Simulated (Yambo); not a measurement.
LiBH4 (space group P6_3mc, No. 186), G0W0@LDA in Yambo; all else as in the reference (3×3×2 Γ-centred k mesh, bands 3 to 179 and a 8 Ry block in the screening, 179 bands in G with the Bruneval-Gonze terminator, plasmon pole fitted at 27.2 eV). One parameter is varied: the cutoff of the exchange sum, over 5, 10, 20, 40, 76 Ry.

Q: From which value on does the gap Γ → K stay within 0.05 eV of the largest setting?

A: From 10 Ry on.
| cutoff of the exchange sum (Ry) | G0W0 gap (eV) | valence shift (eV) |
|---|---|---|
| 5 | 9.07 | -1.55 |
| 10 | 9.25 | -1.78 |
| 20 | 9.28 | -1.82 |
| 40 | 9.29 | -1.83 |
| 76 | 9.29 | -1.83 |
The last step of the sweep still moves the gap by 0 meV; the other settings are held fixed.

Geometry of the Materials Project entry, not relaxed at this level; primitive cell a = b = 4.180 Å, c = 6.710 Å, α = β = 90.00°, γ = 120.00°.

The structure is a Materials Project entry; no match was found in the copy of COD used, and its stability was not checked.

A shift is the quasiparticle energy of the state minus its LDA energy.
